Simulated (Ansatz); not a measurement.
Si2P: relaxed-ion elastic tensor

Computed with Ansatz 0.2.0, DFT PBE, scalar-relativistic, plane waves, PAW. Plane waves to 420 eV; Γ-centred k mesh 12×12×4; fixed occupations. No spin polarisation.

Relaxed structure:
```xyz
6
Lattice="3.6406 0.0000 0.0000 -1.8203 3.1528 0.0000 0.0000 0.0000 11.7126" Properties=species:S:1:pos:R:3 pbc="T T T"
Si    0.0000    2.1019    2.8148
Si    1.8203    1.0509    8.8978
Si    0.0000    2.1019    0.4485
Si    1.8203    1.0509   11.2641
P     1.8203    1.0509    3.7949
P     0.0000    2.1019    7.9177
```

The cell was found from a proposed guess, not taken from experiment. No dispersion correction is applied, so modes and constants that involve weak contacts between layers, chains or molecules come out too soft.

(1) Give the relaxed-ion elastic constants (GPa, Voigt order xx yy zz yz xz xy, on the Cartesian axes of the cell above).

(2) Is the crystal stable against homogeneous strain?

(3) And the moduli of a polycrystal (Hill averages)?

Answers

(1)
```
151.6  31.8   1.1   0.2   0.0   0.0
 31.8 151.6   1.1  -0.2   0.0   0.0
  1.1   1.1   3.4   0.0   0.0   0.0
  0.2  -0.2   0.0   1.6   0.0   0.0
  0.0   0.0   0.0   0.0   1.6   0.2
  0.0   0.0   0.0   0.0   0.2  59.9
```

(2) Yes: the least eigenvalue of the tensor is 1.6 GPa.

(3) B = 22 GPa, G = 17 GPa, E = 41 GPa, ν = 0.20.
